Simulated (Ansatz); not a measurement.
A crystal relaxed with r2SCAN in Ansatz 0.2.0 has space group Pm (No. 6) and a = 7.220 Å, b = 4.389 Å, c = 7.607 Å, β = 90.0°.

| atom | site | x | y | z |
| --- | --- | --- | --- | --- |
| As | 1a | 0.0022 | 0.0000 | 0.3278 |
| As | 1b | 0.9987 | 0.5000 | 0.8377 |
| As | 1b | 0.5008 | 0.5000 | 0.1693 |
| Xx | 1a | 0.4962 | 0.0000 | 0.6649 |
| In | 1a | 0.6333 | 0.0000 | 0.3205 |
| In | 1b | 0.6325 | 0.5000 | 0.8479 |
| In | 1b | 0.1304 | 0.5000 | 0.1663 |
| In | 1a | 0.1058 | 0.0000 | 0.6655 |

The r2SCAN gap is indirect, 0.01 eV (Γ–A (0.10 of the way from Γ) to Γ), below the direct gap of 0.14 eV at Γ. (This is within a few times the smearing of 0.02 eV, so the filling near the edges can be smeared.) HSE06 gives an indirect gap of 0.02 eV, from Γ–A (0.10 of the way from Γ) to Γ; the least direct gap is 0.04 eV at Γ. (With 0.02 eV of smearing so small a gap leaves both edges partly filled, and it could close between the points sampled.) Meshes: r2SCAN 4×6×4, HSE06 2×4×2.

Q: Which element is Xx?
A. N
B. Sb
C. Nb
D. Bi

A: B. Xx is Sb: In₄SbAs₃, ordered on the wurtzite lattice (Pm) with 8 atoms a cell. As is surrounded by 4 In at 2.66–2.68 Å; As is surrounded by 4 In at 2.65–2.67 Å; As is surrounded by 4 In at 2.62–2.67 Å; Sb is surrounded by 4 In at 2.78–2.82 Å; In is surrounded by 3 As at 2.66 Å and 1 Sb at 2.80 Å; In is surrounded by 2 As at 2.62–2.65 Å and 2 Sb at 2.78 Å; In is surrounded by 4 As at 2.67–2.68 Å; In is surrounded by 3 As at 2.67–2.68 Å and 1 Sb at 2.82 Å.

The calculation is spin-unpolarised, and the structure need not be a phase that has been made.

Spin-orbit coupling is left out, which matters wherever the heavy atoms make up the band edges.

Where an edge lies off the special points, it is a point of the mesh or the k point where a search put PBE's edge or least direct gap, reused for the other functionals, whose own edges may lie a little apart.

The meshes of the hybrids are coarse, so their gaps aren't converged to the digits shown.
